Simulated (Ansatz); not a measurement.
Consider the following.

B4C:
```xyz
15
Lattice="2.8084 1.6214 4.0200 -2.8084 1.6214 4.0200 0.0000 -3.2428 4.0200" Properties=species:S:1:pos:R:3 pbc="T T T"
B     -1.3955    -0.8057     7.7247
B      1.3955     0.8057     4.3352
B      1.3955    -0.8057     7.7247
B     -1.3955     0.8057     4.3352
B      0.0000     1.6114     7.7247
B      0.0000    -1.6114     4.3352
B     -0.9091    -0.5249    10.6870
B      0.9091     0.5249     1.3729
B      0.9091    -0.5249    10.6870
B     -0.9091     0.5249     1.3729
B      0.0000     1.0498    10.6870
B      0.0000    -1.0498     1.3729
C      0.0000     0.0000     7.3610
C      0.0000     0.0000     4.6989
C      0.0000     0.0000     6.0299
```

This is the PBEsol-relaxed structure.

All from the program Ansatz at the PBEsol level (PAW), unless another level is named. Give the Born charges (a third of the trace).

B -0.08 to +0.26, C -2.03 to +2.99 e.

What about the electronic dielectric constant ε∞ (DFPT)?

7.81 (xx = yy), 9.53 (zz).

Give the static dielectric constant ε0 (ions relaxed, cell fixed).

8.45 (xx = yy), 11.0 (zz).

Space group R-3m. The first step of the workflow began from a Materials Project structure, measured or hypothetical; the Crystallography Open Database copy checked does not list it. Its standing as an ambient phase is unchecked. Symmetry was held in the PBEsol relaxation; phonons on a q-mesh show no instability.

Potentials: the earlier of the program's two PAW sets.
